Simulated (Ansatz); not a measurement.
# Calculated ⁴³Ca NMR of the central transition for Ca3SiO5

Cell: a computed structure from the Materials Project (it need not be an observed phase).

Space group R3m:H (No. 160); a = 7.0898, c = 25.8095 Å, γ = 120.00°.

```csv
site,Wyckoff,site symmetry,x,y,z
Ca1,9b,.m,0.1748,0.8252,0.5628
Ca4,9b,.m,0.1580,0.8420,0.7839
Ca7,9b,.m,0.8415,0.1585,0.6635
Si10,3a,3m,0.0000,0.0000,0.2320
Si11,3a,3m,0.0000,0.0000,0.4447
Si12,3a,3m,0.0000,0.0000,0.0109
O13,9b,.m,0.2060,0.7940,0.6581
O16,9b,.m,0.1258,0.8742,0.4672
O19,9b,.m,0.8749,0.1251,0.2554
O22,3a,3m,0.0000,0.0000,0.3796
O23,3a,3m,0.0000,0.0000,0.7252
O24,3a,3m,0.0000,0.0000,0.0743
O25,3a,3m,0.0000,0.0000,0.1692
O26,3a,3m,0.0000,0.0000,0.5980
O27,3a,3m,0.0000,0.0000,0.8496
```

One atom of each set is listed; the run and its k-mesh use a cell of 27 atoms with edges of 9.53, 9.53, 9.53 Å.

Method: Kohn–Sham DFT in Ansatz, PBE, plane waves and PAW, scalar-relativistic, 420 eV cutoff, Γ-centred 4×4×4 k-points, Fermi–Dirac smearing 0.02 eV.

⁴³Ca has I = 7/2 and Q = -40.80 mb (Pyykkö 2018); at 11.7 T its Larmor frequency is ν₀ = 33.6 MHz. Only the quadrupole interaction is simulated: positions count from each site's isotropic chemical shift, and shift anisotropy, dipolar and J coupling are left out, though they dominate static lines narrower than about 10 kHz.

Simulated pattern of one Ca site (static powder, Gaussian broadening 0.6 kHz):

(offset (kHz), height): (-7.58, 0), (-7.21, 5), (-6.83, 20), (-6.45, 29), (-6.07, 32), (-5.70, 33), (-5.32, 34), (-4.94, 35), (-4.56, 37), (-4.19, 39), (-3.81, 40), (-3.43, 43), (-3.05, 45), (-2.68, 48), (-2.30, 52), (-1.92, 57), (-1.54, 63), (-1.17, 74), (-0.79, 90), (-0.41, 97), (-0.03, 94), (0.34, 100), (0.72, 88), (1.10, 57), (1.48, 38), (1.85, 33), (2.23, 31), (2.61, 29), (2.99, 26), (3.36, 17), (3.74, 4), (4.12, 0)

**Question.** Which |C_Q| and η does the pattern imply?

**Answer.** The pattern spans 10.4 kHz before broadening and its centre of gravity is at -1.40 kHz, which fixes P_Q; the places of the horns and steps fix η. That gives P_Q = 4.29 MHz, |C_Q| = 3.85 MHz and η = 0.85, the values that the calculation gives site Ca7 (7 O at 2.30–2.72 Å). The other sites have |C_Q| = 5.18, 3.49 MHz. The sign of C_Q can't be read from the pattern.

Hardware: 1 thread of Arm Neoverse V1 (aarch64; 8 cores open to the job, memory cap 2.5 GiB, no GPU), a shared host with a load of 0.7 a core. Wall time 1.9 min, CPU time 1.9 min, peak memory 0.87 GiB.
